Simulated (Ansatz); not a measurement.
Put TiH₆ in P6/mmm (No. 191): Ti on 1b; H on 3g and 3f.

Level of theory: Ansatz 0.2.0, DFT PBE, scalar-relativistic, plane waves, PAW. Cutoff 420 eV, Γ-centred mesh, Gaussian smearing, no spin polarisation.

The zero of energy is the elements' standard structures at the same level (H₂ as a molecule); no fitted shifts are applied.

Problem. Which cell and coordinates does it relax to?

Solution.

Space group P6/mmm (No. 191). a = 3.787 Å, b = 3.787 Å, c = 2.706 Å, α = 90.00°, β = 90.00°, γ = 120.00°
```csv
atom,site,symmetry,x,y,z
Ti,1b,6/mmm,0.0000,0.0000,0.5000
H,3g,mmm,0.5000,0.0000,0.5000
H,3f,mmm,0.5000,0.0000,0.0000
```

Ti has 6 H at 1.89 Å, 12 H at 2.33 Å and 2 Ti at 2.71 Å; H on its first site is surrounded by 2 H at 1.35 Å, 2 Ti at 1.89 Å and 4 H at 1.89 Å; H on its second site is surrounded by 2 H at 1.35 Å (long against the sum of covalent radii). Another local minimum with the same sites may exist.

Problem. Where does its energy lie, and is it a metal?

Solution. The formation energy is +0.39 eV/atom. The gap on the 12×12×14 mesh of the 7-atom cell is 0 eV (a metal). It can't be a ground state, since the elements alone are lower.

The last run used Gaussian smearing of 0.10 eV. With hydrogen, zero-point motion can shift formation energies by some tens of meV/atom. A structure relaxed within its symmetry needn't be a true minimum.
